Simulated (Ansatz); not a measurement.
What is wrong with this input? (VN2)

Intended: VN2, PBE, plane waves and PAW in Ansatz. The input:

```yaml
crystal:
  lattice:
    - [-2.15075, 2.15075, 2.49135]
    - [2.15075, -2.15075, 2.49135]
    - [2.15075, 2.15075, -2.49135]
  atoms:
    - { symbol: V, position: [0.25, 0.25, 0.0] }
    - { symbol: V, position: [0.75, 0.75, 0.0] }
    - { symbol: "N", position: [0.1151, 0.6151, 0.7302] }
    - { symbol: "N", position: [0.6151, 0.8849, 0.5] }
    - { symbol: "N", position: [0.8849, 0.3849, 0.2698] }
    - { symbol: "N", position: [0.3849, 0.1151, 0.5] }
basis:
  ecutwfc: 90
kpoints:
  mp_grid: { grid: [12, 12, 12] }
hamiltonian:
  xc: pbe
scf:
  occupations: { method: gaussian, width: 0.1 }
  max_iter: 58
output:
  forces: true
  stress: true
  eigenvalues: true
```

Command:

```bash
ansatz run input.yaml --threads 1 --pin off --max-ram 2560MiB --backend cpu --events-out ev --progress --plain --runs-dir out
```

From the log (HF is the Harris–Foulkes energy, dr2 the density residual in eV):

```text
Warning: basis.ecutwfc = 90 eV is below the records' recommended 420 eV, and the density's cutoff is lower with it unless basis.ecutrho_ratio is high enough to keep the records' density cutoff: compare with a run at a higher cutoff
Pseudopotential: V, paw, valence charge 13, recommended cutoff 420 eV (normal)
Pseudopotential: N, paw, valence charge 5, recommended cutoff 420 eV (normal)
Crystal: 6 atoms, lattice volume = 46.097 Å³
Basis set: ecut = 90 eV, 87 PW (Γ), exchange–correlation on 30×30×30 points (8 copies of the dense FFT grid, shifted against one another)
Bands: 29, of which v1, the nominal top of the filled ones, is band 23 counted from 1 (22 counted from 0)
Symmetry: 16 space group operations
Space group: I4/mcm (ITA 140), of the structure as read, at distance tolerance 3.6e-5 Å
k-points: 163 of 1728
Initial density: superposition of atomic densities, corrected by the library's trained network
SCF iter   1: HF=-7071.405732 eV  Δρ=8.14e-1  dr2=1.90e2
SCF iter   2: HF=-6988.288377 eV  Δρ=4.98e-1  dr2=7.47e1
SCF iter   3: HF=-6938.148134 eV  Δρ=6.50e-2  dr2=1.84e0
SCF iter   4: HF=-6938.723728 eV  Δρ=1.68e-2  dr2=1.39e-1
   ...
SCF iter   8: HF=-6938.688716 eV  Δρ=4.56e-5  dr2=1.09e-6
SCF iter   9: HF=-6938.688716 eV  Δρ=1.54e-5  dr2=1.12e-7
SCF iter  10: F=-6938.688715 eV  HF=-6938.688715 eV  Δρ=2.43e-6  dr2=2.61e-9
SCF 1 converged in 10 iterations: F = -6938.688715 eV  dr2 = 2.61e-9
SCF converged after 10 iterations
Free energy (F): -6938.688715 eV
E sigma→0 (E₀):  -6938.680413 eV
Entropy (-TS):   -0.016604 eV (-2.767 meV/atom)
Fermi energy:    21.557687 eV
--- Forces (eV/Å), atoms counted from 1 ---
  atom   1  V      0.00000000     0.00000000     0.00000000
  atom   2  V      0.00000000     0.00000000     0.00000000
  atom   3  N      2.67029642     2.67029642     0.00000000
  atom   4  N     -2.67029642     2.67029642    -0.00000000
  atom   5  N     -2.67029642    -2.67029642     0.00000000
  atom   6  N      2.67029642    -2.67029642    -0.00000000
--- Stress (GPa, compression-positive) ---
      -49.688152      -0.000000       0.000000
       -0.000000     -49.688152       0.000000
        0.000000       0.000000    -156.441583
  P = ⅓ Tr σ = -85.2726 GPa (-852.726 kbar)
```

**Question.** Which fault does the input hold?
A. An SCF threshold too tight for the iterations allowed
B. A cutoff far under the potentials' need
C. An atom listed twice
D. A charge on a gapped cell under fixed occupations
E. Lattice vectors converted from bohr twice

**Answer.** B. The plane waves can't represent the pseudo-wavefunctions. The cure is the recommended cutoff.

Mended input, as a difference (which also takes the iteration limit of the reference run):

```diff
 basis:
-  ecutwfc: 90
+  ecutwfc: 420
 scf:
-  max_iter: 58
```

With the mended input the run converges and gives a pressure of -0.93 GPa, a largest force of 0.412 eV/Å, no gap. The faulty run's energy lay 70.67 eV per atom higher.

The mended run took 17 s on 1 thread of Intel(R) Xeon(R) Platinum 8259CL CPU @ 2.50GHz (Skylake/Cascade Lake), on a shared host, peak memory 0.48 GiB.